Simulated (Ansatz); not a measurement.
TiC:
```cif
data_CTi
_chemical_formula_sum 'Ti1 C1'
_space_group_name_H-M_alt 'P 1'
_space_group_IT_number 1
_cell_length_a 3.03580
_cell_length_b 3.03580
_cell_length_c 3.03580
_cell_angle_alpha 60.000
_cell_angle_beta 60.000
_cell_angle_gamma 60.000
loop_
_space_group_symop_operation_xyz
  'x, y, z'
loop_
_atom_site_label
_atom_site_type_symbol
_atom_site_fract_x
_atom_site_fract_y
_atom_site_fract_z
_atom_site_occupancy
Ti1 Ti 0.00000 0.00000 0.00000 1
C1 C 0.50000 0.50000 0.50000 1
```

Relaxed with PBEsol (plane waves, PAW; program Ansatz). Indices refer to the conventional cell of Fm-3m, a = 4.293 Å, b = 4.293 Å, c = 4.293 Å, α = 90.00°, β = 90.00°, γ = 90.00°.

### Question
Simulate the powder diffraction pattern (Cu Kα1, λ = 1.54056 Å; lines above 1 %) up to 2θ = 90°.

### Answer
Simulated powder pattern, Cu Kα1, λ = 1.54056 Å (kinematic, ideal powder, no thermal factors, no anomalous dispersion; the 30 strongest lines at most, above 1 %, up to 2θ = 90°):

```csv
2θ (°),d (Å),I/Imax (%),hkl
36.21,2.479,87,(111)
42.06,2.147,100,(200)
60.99,1.518,57,(220)
73.03,1.294,30,(311)
76.85,1.239,18,(222)
```

The cell was relaxed with PBEsol under the symmetry of its start; of distortions, only those at the zone centre were tested. The run is not spin-polarised.

Potentials: the later of the program's two PAW sets.
